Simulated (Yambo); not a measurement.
Yambo run on RbHgF$_{3}$ (cubic perovskite, space group Pm-3m, No. 221). The wavefunctions are LDA (Quantum ESPRESSO, PseudoDojo norm-conserving, 84 Ry, without SOC) ones on a 4×4×4 mesh (25 occupied bands); a = b = c = 4.549 Å, α = β = γ = 90.00°.

Yambo input:

```
rim_cut
gw0
dyson
el_el_corr
HF_and_locXC
ppa
em1d
RandQpts= 1000000
RandGvec= 1 Ry
EXXRLvcs= 84 Ry
VXCRLvcs= 336 Ry
Chimod= "HARTREE"
% BndsRnXp
 5 | 60 |
%
NGsBlkXp= 3 Ry
% LongDrXp
 1.0 | 1.0 | 1.0 |
%
PPAPntXp= 27.2114 eV
% GbndRnge
 1 | 60 |
%
GTermKind= "BG"
DysSolver= "n"
ExtendOut
% QPkrange
 1 | 1 | 25 | 26 |
 10 | 10 | 25 | 25 |
%
```

k points by index: 1 = Γ, 10 = R.

Table of the .qp output:

```
#    K-point    Band    Eo [eV]    E [eV]    E-Eo [eV]    Vxc [eV]    Vnlxc [eV]    Sc|Eo [eV]    Sc|E [eV]    dSc/dw|Eo [eV]    Re(Z)    Im(Z)
#
    1    25    -2.426897    -4.042166    -1.615270    -21.65542    -29.41884    5.601595    6.148147    -9.203368    0.747240    -0.004130
    1    26    0.352627    1.813089    1.460462    -13.52266    -9.149410    -2.648862    -2.912791    -4.917186    0.846951    -0.001240
    10    25    0.000000    -1.185966    -1.185966    -24.76963    -30.42400    4.156223    4.468406    -7.161522    0.791648    -0.001902
```
(The two width columns are left out.) Convergence of these settings isn't established.

Geometry of the Materials Project entry, not relaxed at this level.
